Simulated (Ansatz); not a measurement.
# Field gradients of VBiO₄ from run to run

Cell of run 1: a structure deposited in the COD (listed for 566 K), taken as it stands.

Space group I4_1/a:1 (No. 88); a = 5.1470, c = 11.7216 Å.

| site | Wyckoff | site symmetry | x | y | z |
| --- | --- | --- | --- | --- | --- |
| V | 4a | -4.. | 0.0000 | 0.5000 | 0.2500 |
| Bi | 4b | -4.. | 0.5000 | 0.0000 | 0.2500 |
| O | 16f | 1 | 0.6375 | 0.2485 | 0.8284 |

One atom of each set is listed; the run and its k-mesh use a cell of 12 atoms with edges of 6.90, 6.90, 6.90 Å.

Relaxed positions (PBE, cell held):

V (0.0000, 0.5000, 0.2500)
Bi (0.5000, 0.0000, 0.2500)
O (0.6394, 0.2491, 0.8286)

All runs are DFT with Ansatz 0.2.0 (plane waves and PAW, scalar-relativistic unless spin–orbit coupling is named, Γ-centred meshes, Fermi–Dirac smearing where given) in this cell.

Run 1: PBE, atoms as given; 420 eV, 6×6×6 k-points, smearing 0.02 eV.
Run 2: PBE, atoms relaxed; 420 eV, 6×6×6 k-points, smearing 0.02 eV.
Run 3: r2SCAN, at the relaxed atoms; 500 eV, 6×6×6 k-points, smearing 0.02 eV.

Task: What does each run give, and what moves the gradients most?

Result: 

```csv
run,V V_zz (η),Bi V_zz (η),O V_zz (η)
1,4.30 (0.00),0.23 (0.00),-3.93 (0.32)
2,4.35 (0.00),0.83 (0.00),-3.94 (0.34)
3,4.24 (0.00),1.12 (0.00),-4.10 (0.45)
```

V_zz in 10²¹ V/m². Against run 1, the gradient tensors on these sites move by at most 0.60 in run 2 (Bi), 0.89 in run 3 (Bi). Taken one at a time, the positions of the atoms (as given or relaxed) move the tensors on these sites by up to 0.60 (largest principal value of the change, on Bi), the functional (r2SCAN with its higher cutoff) by 0.34 (O).

Leaving out spin–orbit coupling shifts gradients on Bi by a few per cent, and by more where contributions nearly cancel. In runs 1, 3 the atoms aren't at the calculated equilibrium (largest force 0.26, 0.26 eV/Å).
